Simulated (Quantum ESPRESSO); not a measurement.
```yaml
crystal:
  lattice:
    - [11.66446, 0.00000, 0.00000]
    - [0.00000, 4.12625, 0.00000]
    - [0.00000, 0.00000, 4.70091]
  atoms:
    - { symbol: Sn, position: [0.61879, 0.75000, 0.37655] }
    - { symbol: Sn, position: [0.38121, 0.25000, 0.62345] }
    - { symbol: Sn, position: [0.88121, 0.25000, 0.87655] }
    - { symbol: Sn, position: [0.11879, 0.75000, 0.12345] }
    - { symbol: Se, position: [0.14855, 0.25000, 0.50918] }
    - { symbol: Se, position: [0.85145, 0.75000, 0.49082] }
    - { symbol: Se, position: [0.35145, 0.75000, 0.00918] }
    - { symbol: Se, position: [0.64855, 0.25000, 0.99082] }
```
Geometry: a computed entry of the Materials Project; it was not checked against measured cells. It is SnSe in Pnma. Stability against distortions was not tested. Forces on the atoms reach 0.16 eV/Å at this level.

A lattice sum over point charges, one formal value an element (Sn +2, Se -2), with no Sternheimer factor, costs far less than a self-consistent run. Taken along the main axis of each site's self-consistent tensor, it gives:

```json
[
 {"site": "Sn (atoms 1, 2, 3, 4)", "V along that axis, point charges (a.u.)": "0.010"},
 {"site": "Se (atoms 5, 6, 7, 8)", "V along that axis, point charges (a.u.)": "-0.005"}
]
```

### Question
How do the values of the PAW reconstruction of the field gradient on a scalar-relativistic PBE ground state (a modified build of Quantum ESPRESSO, JTH datasets) compare?

### Answer
```
site  Vzz, PAW (a.u.)  PAW over point charges
----  ---------------  ----------------------
Sn             -1.027                    -110
Se             -0.819                     170
```
Along that axis the sign differs on Sn.  Cores are frozen. Sn, Se had no test against all-electron runs. Spin–orbit coupling is left out, a limit on Sn.
